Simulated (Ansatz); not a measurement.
MnIr (L1₀ or tetragonal B2, P4/mmm) at seven volumes, the program Ansatz at the PBEsol level (PAW), shape and atoms relaxed at each. One row is withheld.

| V (Å³/atom) | P (GPa) |
|---|---|
| 11.684 | 32.11 |
| 12.070 | 19.50 |
| 12.455 | 8.89 |
| 12.840 | 0.00 |
| 13.225 | -7.41 |
| 13.610 | ? |
| 13.996 | -18.62 |

### Question
Fit the shown pressures and predict the withheld one.

### Answer
Third-order Birch–Murnaghan: P = (3/2)B₀(x^(7/2) − x^(5/2))[1 + (3/4)(B′ − 4)(x − 1)] with x = (V₀/V)^(2/3). Least squares on the six rows gives V₀ = 12.841 Å³/atom, B₀ = 268.6 GPa, B′ = 5.01. At V = 13.610, x = 0.9620 and P = -13.51 GPa. The run itself gave -13.55 GPa.

The start of the workflow was typed in or built on a structure type; the Crystallography Open Database files this formula in space group No. 123, but the cells were not matched. Its standing as an ambient phase is unchecked. The cell was relaxed with PBEsol under the symmetry of its start, as lowered by the spin order; its stability against distortions is not shown here. The final state is antiferromagnetic, chosen from 5 collinear starts compared on coarse meshes (ties went to the first, and starts can fall back to one state), not a proven ground state. Spin–orbit coupling is left out wherever it is not named.

Potentials: the earlier of the program's two PAW sets. The files were generated under PBE; for other functionals the program regenerates the frozen cores, and for LDA and PBEsol the local potential too.
